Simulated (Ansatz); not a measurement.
The start is a generated cell, BN built in the 6H structure type. The structure is fully relaxed (lattice and positions, P = 0) with PBEsol (plane waves to 420 eV, PAW, scalar-relativistic; Ansatz, an electronic-structure program). The first steps use a coarse 8×8×2 k-mesh.

Starting cell:
```
CELL_PARAMETERS angstrom
      2.63725     0.00000     0.00000
     -1.31863     2.28393     0.00000
      0.00000     0.00000    12.94088
ATOMIC_POSITIONS crystal
  B  0.00000 0.00000 0.00000
  B  0.00000 0.00000 0.50000
  B  0.66667 0.33333 0.83325
  B  0.33333 0.66667 0.33325
  B  0.66667 0.33333 0.16650
  B  0.33333 0.66667 0.66650
  N  0.00000 0.00000 0.87460
  N  0.00000 0.00000 0.37460
  N  0.66667 0.33333 0.70785
  N  0.33333 0.66667 0.20785
  N  0.66667 0.33333 0.04150
  N  0.33333 0.66667 0.54150
```

* **Initial pressure**: -32.7 GPa (negative: the cell is under tension)
* **Outcome**: The space group stays P6₃mc (No. 186) (the run could not lower it); the end is AFLOW prototype AB_hP12_186_a2b_a2b (B6, as in SiC), with 12 atoms in the primitive cell
* **Volume change**: -9.8 %, from 6.50 to 5.86 Å³/atom
* **Shortest distances (start → end)**: The closest pairs of elements (up to four, under 3.6 Å), start → end: B–N 1.61 → 1.56 Å; B–B 2.64 → 2.55 Å; N–N 2.64 → 2.55 Å
* **Band gap at the end**: 5.04 eV, indirect (valence top at Γ, conduction bottom at M) (no spin-orbit coupling)
* **Optimiser moves**: 6

It ends as:

Space group P6₃mc (No. 186); a = 2.5462 Å, b = 2.5462 Å, c = 12.5274 Å, α = 90.00°, β = 90.00°, γ = 120.00°

```tsv
atom	site	symmetry	x	y	z
B	2a	3m.	0.0000	0.0000	0.0001
B	2b	3m.	0.3333	0.6667	0.3327
B	2b	3m.	0.6667	0.3333	0.1666
N	2a	3m.	0.0000	0.0000	0.3744
N	2b	3m.	0.3333	0.6667	0.2081
N	2b	3m.	0.6667	0.3333	0.0419
```

Final values are on a 12×12×3 k-mesh of the relaxed cell. No spin polarisation in the result.

The run could not lose the symmetry of its start; a randomly shaken copy of 12 atoms returns to this structure.

The first start was generated by placing the elements on the sites of a structure type. A measured structure of BN has the same space group, P6₃mc (No. 186); the sites were not compared with it.
